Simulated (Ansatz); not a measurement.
# NaAs$_{2}$H, a known structure type with other elements, at an estimated volume

```
Na As H
1.0
     0.00000   -2.10027    3.34604
     1.34243   -1.61524   -3.34604
     5.81303    0.00000    0.00000
Na As H
1 2 1
Direct
  0.00000 0.00000 0.00000
  0.58330 0.16660 0.25010
  0.41670 0.83340 0.74990
  0.50000 0.00000 0.50000
```

Level: PBE, no spin polarisation; 420 eV; 8×8×8 Γ-centred mesh; cold occupations (width 0.0223 eV); Ansatz 0.2.0, fixed geometry.

Q: What do density and ELF say about some of the short contacts?

A: As–H at 1.34 Å: least valence density 1.27 e/Å³ and ELF 0.74 there. Na–As at 2.64 Å: least valence density 0.15 e/Å³ and ELF 0.05 there. These are pseudo-fields; inside the PAW spheres they differ from the all-electron ones.

Q: What happens at the Fermi level?

A: It is a metal, with about 1.6 states/eV a cell as the mean within 0.25 eV of the Fermi level, mostly As p (94 %).

Q: What is the formation energy?

A: 1.17 eV an atom against the elements' usual phases (free molecules for gases, crystals otherwise, with no correction for O₂ or N₂), so at this geometry it isn't bound against them. Relaxing would lower it.

Q: Is the cell too large or too small?

A: The pressure is 21.5 GPa (compression positive), so with the atoms held at these fractions the cell would first expand; the forces are large, so a full relaxation may end otherwise. The principal stresses 10.8, 10.8, 43.0 GPa differ, so its shape would change too.

Q: Give the Bader charges.

A: Bader charges in e: Na +0.74, As -0.14, H -0.47. In the mean Na gives up most and H takes most.

Q: Which atom feels the largest force, and which way?

A: The largest is on As3 (and as large on other atoms): 5.50 eV/Å, components (5.06, 1.83, 1.15). It makes 180° with the line to a nearest neighbour, H4 at 1.34 Å, pointing away from it.

Origin: a known structure type with other elements, at an estimated volume, so it need not be a known compound. Caveats: atoms or cell far from equilibrium.
